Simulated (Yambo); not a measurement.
Material: MgS (rock salt, space group Fm-3m, No. 225) under isotropic strain of -1.5 % on all lattice vectors; a = 3.6100 Å, b = 3.6100 Å, c = 3.6100 Å, α = 60.00°, β = 60.00°, γ = 60.00° (2 atoms in the cell). The PBEsol cell relaxed from Materials Project entry mp-1315 was given an isotropic strain of -1.5 % on all lattice vectors, and the atoms were relaxed again.

With norm-conserving PBEsol (Quantum ESPRESSO, 84 Ry, without SOC), the gap between the mesh's edge points (Γ → X) is 2.816 eV.

Question: Estimate the G0W0 gap between the same points from Yambo (6×6×6 Γ-centred k mesh, bands 5 to 80 and a 10 Ry block in the screening, 80 bands in G with the Bruneval-Gonze terminator, plasmon pole fitted at 27.2 eV).

Answer: The correction is 1.832 eV, giving 4.648 eV, 1.7 times the PBEsol value.  Convergence of the G0W0 settings was not tested.
